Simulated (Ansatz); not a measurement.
BaTiO$_{3}$:
```cif
data_BaO3Ti
_chemical_formula_sum 'Ti1 Ba1 O3'
_space_group_name_H-M_alt 'P4mm'
_space_group_IT_number 99
_space_group_name_Hall 'P 4 -2'
_cell_length_a 3.97187
_cell_length_b 3.97187
_cell_length_c 4.11405
_cell_angle_alpha 90.000
_cell_angle_beta 90.000
_cell_angle_gamma 90.000
loop_
_atom_site_label
_atom_site_type_symbol
_atom_site_symmetry_multiplicity
_atom_site_Wyckoff_symbol
_atom_site_fract_x
_atom_site_fract_y
_atom_site_fract_z
_atom_site_occupancy
Ti1 Ti 1 b 0.50000 0.50000 0.45242 1
Ba1 Ba 1 a 0.00000 0.00000 0.93434 1
O1 O 1 b 0.50000 0.50000 0.89508 1
O2 O 2 c 0.00000 0.50000 0.41208 1
```

Relaxed with r²SCAN.

### Question
Which orbitals make up the states near the band edges in r²SCAN (plane waves, PAW; program Ansatz)?

### Answer
Top 1 eV of the valence band: O 2p 94 %. Bottom 1 eV of the conduction band: Ti 3d 86 %, O 2p 11 %. Projections are on Löwdin-orthogonalised atomic valence shells; empty p or d shells of many metals are not among them.

### Question
Tabulate the density of states.

### Answer
States/eV per cell of 5 atoms, in 0.25 eV bins, energy from the valence-band maximum.

```csv
E (eV),total,O 2p,Ti 3d,Ba 5p
-7.90,0.00,0.00,0.00,0.00
-7.65,0.00,0.00,0.00,0.00
-7.40,0.00,0.00,0.00,0.00
-7.15,0.00,0.00,0.00,0.00
-6.90,0.00,0.00,0.00,0.00
-6.65,0.00,0.00,0.00,0.00
-6.40,0.00,0.00,0.00,0.00
-6.15,0.00,0.00,0.00,0.00
-5.90,0.00,0.00,0.00,0.00
-5.65,0.00,0.00,0.00,0.00
-5.40,0.00,0.00,0.00,0.00
-5.15,0.00,0.00,0.00,0.00
-4.90,0.00,0.00,0.00,0.00
-4.65,0.01,0.01,0.00,0.00
-4.40,1.39,1.04,0.14,0.00
-4.15,3.53,2.54,0.59,0.01
-3.90,3.36,2.34,0.80,0.02
-3.65,3.80,2.68,0.87,0.04
-3.40,4.09,2.99,0.83,0.05
-3.15,3.87,2.95,0.62,0.08
-2.90,7.12,5.76,0.88,0.14
-2.65,7.97,6.13,1.16,0.43
-2.40,4.66,3.66,0.68,0.17
-2.15,3.17,2.60,0.38,0.06
-1.90,2.55,2.18,0.23,0.03
-1.65,2.21,1.94,0.12,0.02
-1.40,3.66,3.32,0.14,0.04
-1.15,6.76,6.22,0.19,0.12
-0.90,6.17,5.70,0.18,0.11
-0.65,4.96,4.67,0.10,0.07
-0.40,1.99,1.93,0.01,0.01
-0.15,0.74,0.73,0.00,0.00
0.10,0.00,0.00,0.00,0.00
0.35,0.00,0.00,0.00,0.00
0.60,0.00,0.00,0.00,0.00
0.85,0.00,0.00,0.00,0.00
1.10,0.00,0.00,0.00,0.00
1.35,0.00,0.00,0.00,0.00
1.60,0.00,0.00,0.00,0.00
1.85,0.00,0.00,0.00,0.00
2.10,0.00,0.00,0.00,0.00
2.35,0.22,0.01,0.21,0.00
2.60,0.47,0.03,0.43,0.00
2.85,1.88,0.20,1.63,0.00
3.10,2.17,0.27,1.83,0.00
3.35,2.69,0.40,2.19,0.00
3.60,3.60,0.61,2.85,0.00
3.85,6.45,1.21,4.97,0.00
4.10,4.44,0.86,3.32,0.00
4.35,2.00,0.42,1.45,0.00
4.60,0.61,0.06,0.48,0.00
4.85,1.26,0.13,0.96,0.00
5.10,1.70,0.21,1.26,0.00
5.35,1.49,0.20,1.08,0.00
5.60,1.22,0.19,0.80,0.00
5.85,1.21,0.21,0.72,0.00
6.10,1.35,0.23,0.71,0.00
6.35,1.63,0.29,0.81,0.00
6.60,1.85,0.35,0.85,0.00
6.85,2.01,0.37,0.80,0.00
7.10,1.93,0.35,0.67,0.00
```

The cell was relaxed with r²SCAN under the symmetry of its start. At this level the phase is dynamically unstable (imaginary phonons). The run is not spin-polarised. Scalar-relativistic: spin–orbit coupling is off unless named, which matters more the heavier the elements.

Potentials: the later of the program's two PAW sets.
